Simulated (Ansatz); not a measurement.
Input file for Ansatz (an electronic-structure program):

Ansatz 0.2 input:
```yaml
crystal:
  lattice:
    - [0.0, 2.9927366867, 2.9927366867]
    - [2.9927366867, 0.0, 2.9927366867]
    - [2.9927366867, 2.9927366867, 0.0]
  atoms:
    - { symbol: Ag, position: [0.0, 0.0, 0.0] }
    - { symbol: I, position: [0.5, 0.5, 0.5] }
kpoints:
  mp_grid: { grid: [6, 6, 6] }
hamiltonian:
  xc: hse06
  pseudopotentials: { azcp: { folder: ./paw }, kind: paw }
scf:
  n_extra_bands: 6
  occupations: { method: fixed }
output:
  eigenvalues: true
  eigenstates:
    e_range: [-9.0, 8.6]
    kpoints:
      - [0.0, 0.0, 0.5]  # VBM
      - [0.0, 0.5, 0.5]  # CBM
      - [0.0, 0.0, 0.0]  # GAMMA
      - [0.5, 0.0, 0.5]  # X
      - [0.5, 0.5, 0.5]  # L
      - [0.5, 0.25, 0.75]  # W
      - [0.375, 0.375, 0.75]  # K
      - [0.625, 0.25, 0.625]  # U
```

Output (shortened):

```
Pseudopotential: Ag, paw, valence charge 19
Pseudopotential: I, paw, valence charge 17
Functional definition: HSE06
davidson cushion auto → on  (no smearing: the cushion is to keep the highest requested band from converging to the state above it …
Crystal: 2 atoms, lattice volume = 53.609 Å³
Basis set: ecut = 420 eV, 1067 PW (Γ)
Bands: 24, of which v1, the nominal top of the filled ones, is band 18 counted from 1 (17 counted from 0)
Symmetry: 48 space group operations
Space group: Fm-3m (ITA 225), of the structure as read, at distance tolerance 3.8e-5 Å
k-points: 16 of 216
SCF iter   1: F=—  HF=-15104.618484 eV  |F-HF|=—  |Δ(HF+E_count)|=         —  Δρ=5.20e-2  dr2=2.14e0  ethr=1.00e-1  ⟨swp⟩=7.2  Hψ=1235  notcnv=0
WARN: iter 1: σ=0 fill of 18 bands saw a band overlap (occupied 10.5898 eV > unoccupied 10.5699 eV) — on an unconverged iterate often a transient of an (band_overlap_at_count)
preconditioner: auto → none
SCF iter   2: F=—  HF=-15104.077197 eV  |F-HF|=—  |Δ(HF+E_count)|=   5.41e-1  Δρ=3.28e-2  dr2=5.72e-1  ethr=5.94e-3  ⟨swp⟩=3.8  Hψ=1081  notcnv=0  defer=4
iter 3 solved again at ethr=1.66e-5 eV; its pass at ethr=1.59e-3 eV (dr2=5.98e-3 eV) is discarded
SCF iter   3: F=—  HF=-15103.923603 eV  |F-HF|=—  |Δ(HF+E_count)|=   1.54e-1  Δρ=4.42e-3  dr2=5.89e-3  ethr=1.66e-5  ⟨swp⟩=3.2  Hψ=1955  notcnv=0  defer=1
SCF iter   4: F=—  HF=-15103.929545 eV  |F-HF|=—  |Δ(HF+E_count)|=   5.94e-3  Δρ=2.20e-3  dr2=1.43e-3  ethr=1.64e-5  ⟨swp⟩=3.0  Hψ=1011  notcnv=0
SCF iter   5: F=-15103.931550 eV  HF=-15103.931559 eV  |F-HF|=8.74e-6  |Δ(HF+E_count)|=   2.01e-3  Δρ=1.94e-4  dr2=1.58e-5  ethr=3.96e-6  ⟨swp⟩=3.1  Hψ=994  notcnv=0
SCF 1 stopped early in 5 iterations: F = -15103.931550 eV  dr2 = 1.58e-5
Crystal: 2 atoms, lattice volume = 53.609 Å³
Exchange kernel: α = 0.2500, screened, ω = 0.2079 Å⁻¹, Wigner–Seitz truncation, v(0) = 1046.8071 eV·Å³, q-mesh 6×6×6, nearest image of the exchange supercell L …
Frozen-core exchange: fock
SCF iter   1: F=—  HF=-15112.110086 eV  |F-HF|=—  |Δ(HF+E_count)|=         —  Δρ=8.74e-3  dr2=4.25e-2  ethr=4.38e-7  ⟨swp⟩=6.3  Hψ=1885  notcnv=0
preconditioner: auto → none
SCF iter   2: F=—  HF=-15112.098081 eV  |F-HF|=—  |Δ(HF+E_count)|=   1.20e-2  Δρ=2.88e-3  dr2=3.20e-3  ethr=4.38e-7  ⟨swp⟩=4.0  Hψ=1437  notcnv=0
SCF iter   3: F=—  HF=-15112.106890 eV  |F-HF|=—  |Δ(HF+E_count)|=   8.81e-3  Δρ=5.79e-4  dr2=2.80e-4  ethr=4.38e-7  ⟨swp⟩=4.0  Hψ=1354  notcnv=0
SCF iter   4: F=—  HF=-15112.106826 eV  |F-HF|=—  |Δ(HF+E_count)|=   6.49e-5  Δρ=1.14e-4  dr2=2.77e-5  ethr=4.38e-7  ⟨swp⟩=3.0  Hψ=1074  notcnv=0
SCF iter   5: F=-15112.106948 eV  HF=-15112.106950 eV  |F-HF|=2.20e-6  |Δ(HF+E_count)|=   1.25e-4  Δρ=8.40e-5  dr2=5.13e-6  ethr=2.63e-8  ⟨swp⟩=4.0  Hψ=1162  notcnv=0
SCF 2 stopped early in 5 iterations: F = -15112.106948 eV  dr2 = 5.13e-6
hybrid outer 1: dexx = +1.051e-2 eV, tail = 5.25e-5 eV
Crystal: 2 atoms, lattice volume = 53.609 Å³
Exchange kernel: α = 0.2500, screened, ω = 0.2079 Å⁻¹, Wigner–Seitz truncation, v(0) = 1046.8071 eV·Å³, q-mesh 6×6×6, nearest image of the exchange supercell L …
Frozen-core exchange: fock
SCF iter   1: F=—  HF=-15112.107122 eV  |F-HF|=—  |Δ(HF+E_count)|=         —  Δρ=8.17e-5  dr2=2.70e-6  ethr=7.30e-7  ⟨swp⟩=3.0  Hψ=956  notcnv=0
preconditioner: auto → none
iter 2 solved again at ethr=3.78e-10 eV; its pass at ethr=5.54e-9 eV (dr2=1.36e-7 eV) is discarded
SCF iter   2: F=—  HF=-15112.107121 eV  |F-HF|=—  |Δ(HF+E_count)|=   6.44e-7  Δρ=2.61e-5  dr2=1.61e-7  ethr=3.78e-10  ⟨swp⟩=2.2  Hψ=1923  notcnv=0
SCF iter   3: F=-15112.107121 eV  HF=-15112.107121 eV  |F-HF|=7.01e-9  |Δ(HF+E_count)|=  5.98e-10  Δρ=4.84e-6  dr2=3.52e-8  ethr=3.77e-10  ⟨swp⟩=3.0  Hψ=1062  notcnv=0
SCF 3 converged in 3 iterations: F = -15112.107121 eV  dr2 = 3.52e-8
hybrid outer 2: dexx = +4.459e-7 eV, tail = 1.04e-7 eV, Δε = 4.93e-3 eV (about 2.89e-4 eV left of the loop's levels)
the search or the solves at the SCF's close seem to have found levels that the self-consistency loop had missed (the run counts 2) …
NSCF: frozen V_eff on 8 k-points
hybrid SCF converged: 2 outer / 8 inner (+5 warm-up), last move |dexx| = 4.46e-7 eV, tail = 1.04e-7 eV
Stability not checked (fock_operator)
Free energy (F): -15112.107121 eV
Frozen-core exchange: fock
Harris-Foulkes:  -15112.107121 eV  (|F-HF|=7.01e-9)
Internal energy: -15112.107121 eV  (E = F + TS)
E sigma→0 (E₀):  -15112.107121 eV
Fermi energy:    9.729686 eV
--- Per-component energies (eV) ---
  E_band       = -742.477157
  E_kinetic    = 630.707410
  E_local      = -4598.139902  (includes V_loc(G=0)·N_el)
  E_nonlocal   = 147.188464
  E_hartree    = 2157.136222
  E_xc         = -214.288243
  E_vxc        = -248.458892  (∫ρ·V_xc dr)
  E_exx        = -130.572037  (= α·E_x^exact, valence–valence)
  E_paw        = -8671.626732  (= ΣΔE_a)
  E_vpaw       = -726.899840  (= ΣTr[D̂ρ^β])
  E_aug_tail   = -0.002136  (compensation charges beyond the density's cutoff)
  E_ewald      = -4431.573811
  E_core_change = -0.936357  (= ΣΔE_core)
  E_smearing   =  0.000000  (= −TS)
  E_closure    =  0.000000  (closes the sum)
  Σ components = -15112.107121   (vs F -15112.107121, Δ=-1.82e-12)
  [band-id]    e_kinetic+e_local+e_nonlocal+2·e_hartree+e_vxc+2·e_exx+e_vpaw+e_augmentation_tail = -742.476526   (vs E_band -742.477157, Δ=6.31e-4)
--- Band table (eV; the first three rows and the last of 16) ---
  k-point 0: bands = ["-85.5428", "-47.7507", "-47.7507", "-47.7507", "-37.5134", "-37.5134", "-37.5082", "-37.5082", "-37.5082", "-4.6027", "5.4633", "5.4633", "5.5467", "5.5467", "5.5467", "8.2766", "8.2766", "8.2766", "12.0048", "19.0165", "19.0165", …
  k-point 1: bands = ["-85.5427", "-47.7508", "-47.7507", "-47.7507", "-37.5132", "-37.5132", "-37.5081", "-37.5081", "-37.5081", "-4.4274", "5.1817", "5.1817", "5.3538", "5.5995", "5.5995", "7.1563", "8.6813", "8.6813", "13.3410", "17.4788", "18.3786", …
  k-point 2: bands = ["-85.5428", "-47.7511", "-47.7508", "-47.7508", "-37.5131", "-37.5131", "-37.5080", "-37.5080", "-37.5080", "-4.0306", "4.4133", "4.7421", "4.7421", "5.7233", "5.7233", "6.4083", "9.3883", "9.3883", "14.1485", "16.7486", "16.7486", …
  k-point 15: bands = ["-85.5428", "-47.7508", "-47.7507", "-47.7507", "-37.5133", "-37.5129", "-37.5081", "-37.5077", "-37.5076", "-3.7047", "4.8575", "5.0375", "5.1820", "5.8856", "6.0166", "6.2367", "6.7595", "7.3763", "13.0771", "16.8814", "18.1915", …
```

Cost: roughly 3 core-minutes on shared cores.

The points marked VBM and CBM come from a semilocal run.

This is a known high-pressure phase of the composition, computed here at zero pressure and temperature. The PBEsol relaxation kept the symmetry of its start; its stability against distortions is not shown here. The run is not spin-polarised. Spin–orbit coupling is left out wherever it is not named.

Potentials: the earlier of the program's two PAW sets.

Ansatz is a plane-wave DFT program.
